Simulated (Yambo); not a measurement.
G0W0@PBEsol for KI (rock salt, space group Fm-3m, No. 225) in Yambo. Reference settings: 4×4×4 Γ-centred k mesh, 193 bands and a 10 Ry block in the screening, 193 bands in G with the Bruneval-Gonze terminator, plasmon pole fitted at 27.2 eV. The PBEsol gap Γ → Γ on this mesh is 3.87 eV; G0W0 gaps are taken between the same points.

The settings were changed. The gap went from 6.15 eV to 6.07 eV, and the shift of the valence edge from -1.73 eV to -1.54 eV.

Question: Which change was made?
(A) no terminator
(B) pole fitted at 15 eV
(C) no random integration
(D) 2 Ry block

Answer: C, no random integration. The others gave (gap, valence shift): 2 Ry block: 5.74, -1.33 eV; no terminator: 6.14, -1.68 eV; pole fitted at 15 eV: 6.13, -1.65 eV.

Spin-orbit coupling is not included.

Geometry relaxed with PBEsol; primitive cell a = 4.9526 Å, b = 4.9526 Å, c = 4.9526 Å, α = 60.00°, β = 60.00°, γ = 60.00°.

A shift is the quasiparticle energy of the state minus its PBEsol energy.
